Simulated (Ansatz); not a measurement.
The start is a generated cell, TiB2 built in the AFLOW prototype A2B_cF24_227_d_a (C15, as in MgCu2). The structure is fully relaxed (lattice and positions, P = 0) with PBEsol (plane waves to 420 eV, PAW, scalar-relativistic; Ansatz, an electronic-structure program). The first steps use a coarse 7×7×7 k-mesh.

Initial structure:
```
CELL_PARAMETERS angstrom
      0.00000     3.04062     3.04062
      3.04062     0.00000     3.04062
      3.04062     3.04062     0.00000
ATOMIC_POSITIONS crystal
  B  0.12500 0.12500 0.12500
  B  0.62500 0.12500 0.12500
  B  0.12500 0.62500 0.12500
  B  0.12500 0.12500 0.62500
  Ti 0.75000 0.75000 0.75000
  Ti 0.50000 0.50000 0.50000
```

```yaml
outcome: The space group stays Fd-3m (No. 227) (the run could not lower it); the end is cubic Laves (MgCu2 type), with 6 atoms in the primitive cell
energy_released: 0.11 eV/atom
volume_change: -12.4 %, from 9.37 to 8.21 Å³/atom
band_gap_at_the_end: zero (metallic)
optimiser_moves: 5
```

Final structure:

Space group Fd-3m, origin choice 1 (No. 227); a = b = c = 5.8195 Å, α = β = γ = 90.00°

```json
[
 {"atom": "B", "site": "16d", "symmetry": ".-3m", "x": "0.6250", "y": "0.6250", "z": "0.6250"},
 {"atom": "Ti", "site": "8a", "symmetry": "-43m", "x": "0.0000", "y": "0.0000", "z": "0.0000"}
]
```
(The calculation used a cell of 6 atoms; values per cell refer to that cell.)

Final values are on a 14×14×14 k-mesh of the relaxed cell. No spin polarisation in the result.

The run could not lose the symmetry of its start: the end is stationary, and may be a saddle point rather than a minimum.

All atoms sit on sites fixed by symmetry, so only the cell could relax.

The relaxed structure here is a generated cell of TiB2: the first start was made by placing the elements on the sites of a structure type, and the end was not matched to a known phase here, so it may be hypothetical. Known forms of TiB2 include space group No. 191.
